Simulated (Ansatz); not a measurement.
ZnHgS2:
```cif
data_HgS2Zn
_chemical_formula_sum 'Zn1 Hg1 S2'
_space_group_name_H-M_alt 'P 1'
_space_group_IT_number 1
_cell_length_a 6.86033
_cell_length_b 6.86033
_cell_length_c 6.86033
_cell_angle_alpha 33.070
_cell_angle_beta 33.070
_cell_angle_gamma 33.070
loop_
_space_group_symop_operation_xyz
  'x, y, z'
loop_
_atom_site_label
_atom_site_type_symbol
_atom_site_fract_x
_atom_site_fract_y
_atom_site_fract_z
_atom_site_occupancy
Zn1 Zn 0.50098 0.50098 0.50098 1
Hg1 Hg 0.99636 0.99636 0.99636 1
S1 S 0.86891 0.86891 0.86891 1
S2 S 0.38377 0.38377 0.38377 1
```

Relaxed with LDA.

Which orbitals make up the states near the band edges in LDA (plane waves, PAW; program Ansatz)?

Top 1 eV of the valence band: S 3p 82 %, Hg 5d 11 %. Bottom 1 eV of the conduction band: S 3p 30 %, Hg 6s 29 %, S 3s 20 %, Zn 4s 17 %. Projections are on Löwdin-orthogonalised atomic valence shells; empty p or d shells of many metals are not among them.

Tabulate the density of states.

States/eV per cell of 4 atoms, in 0.25 eV bins, energy from the valence-band maximum.

| E (eV) | total | S 3p | Zn 3d | Hg 5d |
|---|---|---|---|---|
| -7.85 | 0.00 | 0.00 | 0.00 | 0.00 |
| -7.60 | 0.00 | 0.00 | 0.00 | 0.00 |
| -7.35 | 3.52 | 0.70 | 0.98 | 1.68 |
| -7.10 | 24.35 | 3.33 | 11.72 | 8.83 |
| -6.85 | 14.42 | 1.36 | 8.14 | 4.64 |
| -6.60 | 17.51 | 0.52 | 12.63 | 4.07 |
| -6.35 | 12.58 | 0.54 | 2.13 | 9.47 |
| -6.10 | 7.34 | 0.39 | 1.50 | 4.96 |
| -5.85 | 0.45 | 0.11 | 0.06 | 0.20 |
| -5.60 | 0.88 | 0.43 | 0.08 | 0.14 |
| -5.35 | 3.79 | 1.78 | 0.27 | 0.54 |
| -5.10 | 2.12 | 0.92 | 0.19 | 0.38 |
| -4.85 | 1.77 | 0.74 | 0.15 | 0.37 |
| -4.60 | 1.62 | 0.68 | 0.14 | 0.35 |
| -4.35 | 1.20 | 0.52 | 0.11 | 0.22 |
| -4.10 | 1.00 | 0.46 | 0.10 | 0.15 |
| -3.85 | 0.80 | 0.41 | 0.08 | 0.09 |
| -3.60 | 1.17 | 0.81 | 0.09 | 0.08 |
| -3.35 | 2.03 | 1.55 | 0.10 | 0.14 |
| -3.10 | 2.25 | 1.72 | 0.10 | 0.18 |
| -2.85 | 3.16 | 2.48 | 0.13 | 0.25 |
| -2.60 | 3.51 | 2.82 | 0.14 | 0.26 |
| -2.35 | 3.96 | 3.19 | 0.15 | 0.32 |
| -2.10 | 2.95 | 2.37 | 0.13 | 0.22 |
| -1.85 | 2.61 | 2.10 | 0.11 | 0.20 |
| -1.60 | 3.04 | 2.47 | 0.12 | 0.25 |
| -1.35 | 2.84 | 2.30 | 0.08 | 0.28 |
| -1.10 | 2.42 | 1.96 | 0.05 | 0.26 |
| -0.85 | 1.89 | 1.54 | 0.04 | 0.21 |
| -0.60 | 1.43 | 1.17 | 0.03 | 0.16 |
| -0.35 | 1.09 | 0.91 | 0.02 | 0.13 |
| -0.10 | 0.29 | 0.25 | 0.00 | 0.03 |
| 0.15 | 0.00 | 0.00 | 0.00 | 0.00 |
| 0.40 | 0.00 | 0.00 | 0.00 | 0.00 |
| 0.65 | 0.01 | 0.00 | 0.00 | 0.00 |
| 0.90 | 0.03 | 0.01 | 0.00 | 0.00 |
| 1.15 | 0.07 | 0.02 | 0.00 | 0.00 |
| 1.40 | 0.11 | 0.04 | 0.00 | 0.00 |
| 1.65 | 0.19 | 0.06 | 0.00 | 0.00 |
| 1.90 | 0.52 | 0.15 | 0.00 | 0.00 |
| 2.15 | 0.95 | 0.28 | 0.00 | 0.00 |
| 2.40 | 1.27 | 0.39 | 0.00 | 0.01 |
| 2.65 | 1.94 | 0.62 | 0.01 | 0.01 |
| 2.90 | 1.59 | 0.49 | 0.00 | 0.01 |
| 3.15 | 1.85 | 0.48 | 0.00 | 0.01 |
| 3.40 | 2.48 | 0.55 | 0.01 | 0.01 |
| 3.65 | 2.36 | 0.45 | 0.00 | 0.01 |
| 3.90 | 1.97 | 0.34 | 0.00 | 0.01 |
| 4.15 | 1.90 | 0.33 | 0.00 | 0.01 |
| 4.40 | 1.76 | 0.28 | 0.00 | 0.01 |
| 4.65 | 1.87 | 0.26 | 0.00 | 0.01 |
| 4.90 | 2.12 | 0.25 | 0.00 | 0.01 |
| 5.15 | 1.23 | 0.07 | 0.00 | 0.00 |

Space group R3m. The first step of the workflow began from a Materials Project structure, measured or hypothetical; the Crystallography Open Database copy checked does not list it. Its standing as an ambient phase is unchecked. The LDA relaxation kept the symmetry of its start; of distortions, only those at the zone centre were tested. Spin–orbit coupling is left out wherever it is not named.

Potentials: the later of the program's two PAW sets.
